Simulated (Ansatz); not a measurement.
An Ansatz input:

```yaml
crystal:
  lattice:
    - [0.0, 2.8622292525, 2.8622292525]
    - [2.8622292525, 0.0, 2.8622292525]
    - [2.8622292525, 2.8622292525, 0.0]
  atoms:
    - { symbol: Pt, position: [0.125, 0.125, 0.125] }
    - { symbol: Pt, position: [0.875, 0.875, 0.875] }
hamiltonian:
  xc: r2scan
  pseudopotentials:
    kind: paw
    azcp:
      Pt: "pseudopotentials/Pt.paw.azcp"
basis:
  ecutwfc: 500
  fft_grid_basis: typed
kpoints:
  mp_grid: { grid: [16, 16, 16], shift: [0, 0, 0] }
magnetization:
  spin_polarized: false
scf:
  occupations: { method: fermi_dirac, width: 0.1 }
```

Terminal output

```
Engine: ansatz 0.2.0, x86_64-unknown-linux-gnu
Pseudopotentials: kind: paw
Pseudopotential: Pt, paw, valence charge 18, recommended cutoff 500 eV (meta_gga) 
Functional definition: r2SCAN
  parameter k0 = 0.174
  parameter k1 = 0.065
  parameter a1 = 4.9479
  exchange = r2scan_x(k0 = k0, k1 = k1, a1 = a1)
  correlation = r2scan_c
Crystal: 2 atoms, lattice volume = 46.897 Å³
Basis set: ecut = 500 eV, 1243 PW (Γ), exchange–correlation on 120×120×120 points (64 copies of the dense FFT grid, shifted against one another)
Bands: 22, of which v1, the nominal top of the filled ones, is band 18 counted from 1 (17 counted from 0)
Symmetry: 48 space group operations
Space group: Fd-3m (ITA 227), of the structure as read, at distance tolerance 3.6e-5 Å
k-points: 145 of 4096
Non-local potential: Pt, projectors of the file, l = 0: 3, l = 1: 2, l = 2: 2, l = 3: 1
PAW form: soft (Blöchl's): semilocal exchange-correlation on the pseudo side does not see the compensation charge
PAW frozen core: Pt, regenerated for the run's functional (the file was generated under x = pbe(κ = 0.804, μ = 0.2195149727645171), c = pbe(β = 0.06672455060314922))
PAW one-centre angular grid: Pt, 590 points (default); XC on 160 Gauss nodes
Initial density: superposition of atomic densities (neutral atoms: chi_scale 0, normalization atom), corrected by the library's trained network
Initial wavefunctions: pseudopotential atomic-orbital guess
Functional: x = r2scan, c = r2scan; τ floored in thin density (d = 2e-4 eV/Å³)
SCF iter   1: F=—  HF=-25071.398528 eV  |F-HF|=—  |Δ(HF+E_count)|=         —  Δρ=1.03e-2  dr2=4.95e-2  dr2_τ=2.53e-2  ethr=1.77e-3  ⟨swp⟩=5.6  Hψ=13682  notcnv=0
SCF iter   2: F=—  HF=-25071.397208 eV  |F-HF|=—  |Δ(HF+E_count)|=   1.32e-3  Δρ=5.87e-3  dr2=1.28e-2  dr2_τ=4.31e-3  ethr=1.37e-4  ⟨swp⟩=2.1  Hψ=6347  notcnv=0
SCF iter   3: F=—  HF=-25071.395906 eV  |F-HF|=—  |Δ(HF+E_count)|=   1.30e-3  Δρ=8.09e-4  dr2=4.69e-4  dr2_τ=4.00e-5  ethr=3.55e-5  ⟨swp⟩=2.5  Hψ=5713  notcnv=0
SCF iter   4: F=—  HF=-25071.395967 eV  |F-HF|=—  |Δ(HF+E_count)|=   6.08e-5  Δρ=1.98e-4  dr2=2.88e-5  dr2_τ=4.58e-7  ethr=1.30e-6  ⟨swp⟩=2.0  Hψ=4567  notcnv=0
SCF iter   5: F=—  HF=-25071.395966 eV  |F-HF|=—  |Δ(HF+E_count)|=   1.53e-6  Δρ=1.94e-5  dr2=2.18e-7  dr2_τ=9.24e-9  ethr=8.00e-8  ⟨swp⟩=2.0  Hψ=4653  notcnv=0
SCF iter   6: F=-25071.395966 eV  HF=-25071.395966 eV  |F-HF|=1.20e-9  |Δ(HF+E_count)|=   1.07e-8  Δρ=1.54e-6  dr2=8.04e-10  dr2_τ=6.58e-11  ethr=2.78e-10  ⟨swp⟩=2.7  Hψ=6733  notcnv=0
SCF 1 converged in 6 iterations: F = -25071.395966 eV  dr2 = 8.04e-10
SCF converged after 6 iterations
Free energy (F): -25071.395966 eV
Harris-Foulkes:  -25071.395966 eV  (|F-HF|=1.20e-9)
Internal energy: -25071.246943 eV  (E = F + TS)
E sigma→0 (E₀):  -25071.321454 eV
Entropy (-TS):   -0.149023 eV (-74.511 meV/atom)
Fermi energy:    12.960686 eV
--- Per-component energies (eV) ---
  E_band       = -653.674203
  E_kinetic    = 1273.298905
  E_local      = -4695.256473  (includes V_loc(G=0)·N_el)
  E_nonlocal   = 405.057333
  E_hartree    = 1794.673459
  E_xc         = -497.500255
  E_vxc        = -671.511085  (∫ρ·V_xc dr)
  E_paw        = -18960.768409  (= ΣΔE_a)
  E_vpaw       = -597.943090  (= ΣTr[D̂ρ^β])
  E_aug_tail   = 0.000311  (compensation charges beyond the density's cutoff)
  E_vtau       = 43.331479  (kinetic-family band-sum trace: ∫τ·v_τ [+ j·A + Jᵃ·Aᵃ] dr)
  E_ewald      = -4390.288824
  E_core_change = -0.462989  (= ΣΔE_core)
  E_smearing   = -0.149023  (= −TS)
  E_closure    = -0.000000  (closes the sum)
  Σ components = -25071.395966   (vs F -25071.395966, Δ=0.00e0)
```

Launched by

```sh
ansatz run input.yaml --threads 1 --pin off --max-ram 3584MiB --backend cpu --events-out ev --progress --plain --runs-dir out
```

On 1 thread of Intel(R) Xeon(R) Platinum 8259CL CPU @ 2.50GHz (Skylake/Cascade Lake) (shared host) this took about 16 s of wall time and 16 s of CPU time.
